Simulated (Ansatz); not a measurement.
KMgF$_{3}$ (cubic perovskite, Pm-3m), PBE (plane waves, PAW; program Ansatz). The conduction-band minimum lies at Γ, with 1 equivalent valley. Second derivatives d²E/dk² of the lowest band at one valley (eV·Å²), along Cartesian directions:

| direction | d²E/dk² |
|---|---|
| [100] | 14.72 |
| [010] | 14.72 |
| [001] | 14.72 |
| [110] | 14.72 |
| [101] | 14.72 |
| [011] | 14.72 |

Question: Find the principal effective masses, the density-of-states mass and the conductivity mass.

Answer: Off-diagonal terms follow from H_xy = H[110] − (H_xx + H_yy)/2, and m*/mₑ = 7.620 eV·Å² over each eigenvalue: 0.52, 0.52, 0.52. One valley's DOS mass (m₁m₂m₃)^(1/3) = 0.52, conductivity mass 3/(Σ 1/mᵢ) = 0.52 mₑ.

Question: What effective density of states Nc follows at 300 K for parabolic valleys?

Answer: Nc = 2.509e19 × 1 × (0.52)^(3/2) ≈ 9.4e18 cm⁻³.

Question: With the computed static dielectric constant 7.24 (mean of the diagonal), estimate a hydrogenic donor's binding energy and radius.

Answer: E = 13.606 eV × 0.52/7.24² ≈ 130 meV; a = 0.529 Å × ε/m* ≈ 7.4 Å. Semilocal masses tend to be too small where the gap is.

The cell was relaxed with PBE under the symmetry of its start; phonons on a q-mesh show no instability.

Potentials: the later of the program's two PAW sets.
